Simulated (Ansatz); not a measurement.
ZrGeO₃:
```
ZrGeO3
1.0
    3.98759     0.00000     0.00000
    0.00000     3.98759     0.00000
    0.00000     0.00000     4.34170
Zr Ge O
1 1 3
Direct
  0.50000   0.50000   0.57883
  0.00000   0.00000   0.19511
  0.00000   0.50000   0.44961
  0.50000   0.00000   0.44961
  0.50000   0.50000   0.01704
```

x, y and z are the axes in which the lattice vectors are written.

Give the high-frequency dielectric tensor and the Born effective charge tensors of the independent atoms from DFPT, PBEsol in the plane-wave PAW code Ansatz.


ε∞:
```
6.30  0.00  0.00
0.00  6.30  0.00
0.00  0.00  5.60
```
Z* of atom 1 (Zr), rows: field, columns: displacement, in e:
```
4.83  0.00  0.00
0.00  4.83  0.00
0.00  0.00  5.85
```
Z* of atom 2 (Ge), rows: field, columns: displacement, in e:
```
4.33  0.00  0.00
0.00  4.33  0.00
0.00  0.00  1.93
```
Z* of atom 3 (O), rows: field, columns: displacement, in e:
```
-3.92   0.00   0.00
 0.00  -3.26   0.00
 0.00   0.00  -1.71
```
Z* of atom 5 (O), rows: field, columns: displacement, in e:
```
-1.99   0.00   0.00
 0.00  -1.99   0.00
 0.00   0.00  -4.36
```

Space group P4mm. The start of the workflow was typed in or built on a structure type; neither database checked (COD, Materials Project) lists it. Whether it is the stable phase at ambient conditions was not checked. The PBEsol relaxation kept the symmetry of its start. At this level the phase is dynamically unstable (imaginary phonons). The run is not spin-polarised. Scalar-relativistic: spin–orbit coupling is off unless named, which matters more the heavier the elements.

Potentials: the later of the program's two PAW sets.
